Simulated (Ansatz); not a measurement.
ZnSe:
```
ZnSe
1.0
    6.50874     0.00000     0.00000
    0.00000     4.12344     0.00000
    0.00000     0.00000     6.92502
Zn Se
4 4
Direct
  0.14072   0.25000   0.88922
  0.35928   0.75000   0.38922
  0.85928   0.75000   0.11078
  0.64072   0.25000   0.61078
  0.75893   0.25000   0.94127
  0.74107   0.75000   0.44127
  0.24107   0.75000   0.05873
  0.25893   0.25000   0.55873
```

This is the r²SCAN+D4-relaxed structure.

**Question.** All from r²SCAN+D4 (plane waves, PAW; program Ansatz), unless another level is named. Estimate the formation energy from the elements (no fitted shifts).

**Answer.** -0.73 eV/atom.

**Question.** Predict the gap with spin–orbit coupling.

**Answer.** 1.95 eV.

**Question.** What about the HSE06 gap on the r²SCAN+D4 cell?

**Answer.** 2.53 eV.

**Question.** Next, the electron effective mass with spin–orbit coupling?

**Answer.** 0.15, 0.18, 0.19 mₑ (principal values).

Space group Pnma. The start of the workflow was typed in or built on a structure type; neither database checked (COD, Materials Project) lists it. It is not the phase usual at ambient conditions (space group No. 216). The cell was relaxed with r²SCAN+D4 under the symmetry of its start; its stability against distortions is not shown here. The references are the lowest solids computed at this level, not always the standard phases. Spin–orbit coupling is left out wherever it is not named.

Potentials: the later of the program's two PAW sets.
